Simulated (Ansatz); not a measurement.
Ge2CN4 on the sites of β-Si3N4, 14 atoms and 104 valence electrons in a cell of about 140 Å³, was run 8 times in the plane-wave code Ansatz, each time on 1 × NVIDIA H100 80GB HBM3 with 2 threads of AMD EPYC 7R13 Processor (Zen 3) (shared host). The times are single readings and vary with the host's load.

| run | k mesh | irreducible k | cutoff (eV) | plane waves | bands | SCF iterations | wall time | peak host memory (GiB) |
| --- | --- | --- | --- | --- | --- | --- | --- | --- |
| relaxation, PBE | 4×8×4 | 50 | 420 | 2799 | 66 | 153 | ? | ? |
| relaxation, r2SCAN | 4×8×4 | 50 | 500 | 3573 | 66 | 85 | 75 s | 1.4 |
| bands, PBE | 4×8×4 | 50 | 420 | 2735 | 59 | 8 | ? | ? |
| single point, r2SCAN | 4×8×4 | 50 | 500 | 3573 | 59 | 9 | ? | ? |
| single point, HSE06 | 2×6×2 | 16 | 420 | 2735 | 59 | 20 | 74 s | 2.4 |
| single point, PBE+SOC | 4×8×4 | 50 | 420 | 2735 | 118 | 12 | ? | ? |
| field response, r2SCAN | 4×8×4 | 68 | 500 | 3573 | 66 | 18 | 3.8 min | 6.4 |
| single point, PBE0 | 2×6×2 | 16 | 420 | 2735 | 59 | 20 | 88 s | 2.3 |

(1) Estimate the missing times and memories.

## Answers

(1)
```tsv
run	wall time	peak host memory (GiB)
single point, PBE+SOC	35 s	1.3
relaxation, PBE	71 s	1.2
single point, r2SCAN	19 s	1.3
bands, PBE	18 s	1.2
```

Only the levels marked +SOC include spin-orbit coupling.
